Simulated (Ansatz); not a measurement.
HgI:
Space group I4/mmm (No. 139); a = b = 4.6974 Å, c = 11.5726 Å, α = β = γ = 90.00°

| atom | site | symmetry | x | y | z |
|---|---|---|---|---|---|
| Hg | 4e | 4mm | 0.0000 | 0.0000 | 0.1123 |
| I | 4e | 4mm | 0.0000 | 0.0000 | 0.3502 |
(The calculation used a cell of 4 atoms; values per cell refer to that cell.)

Relaxed with LDA. 

Q: HSE06 on this cell (Ansatz, a quantum-chemistry and plane-wave program, PAW) gives a gap of 1.75 eV. What does LDA give?

A: 0.90 eV.

Cost on shared cores: the LDA run (SCF on a 8×8×8 mesh, then bands and DOS) roughly 2.5 core-minutes, the HSE06 run (SCF on 6×6×6, then a few points) roughly 11 core-minutes; the tasks are unlike.

The workflow started from a Materials Project entry (that database holds measured and hypothetical structures alike); the Crystallography Open Database files this formula in space group No. 139, but the cells were not matched. Whether it is the stable phase at ambient conditions was not checked. Symmetry was held in the LDA relaxation; whether a distortion lowers the energy is not shown. A crystal of weakly bound molecules computed without a dispersion correction: the cell and the soft elastic constants depend strongly on that. Spin–orbit coupling is left out wherever it is not named.

Potentials: the later of the program's two PAW sets.

Ansatz is a plane-wave DFT program.
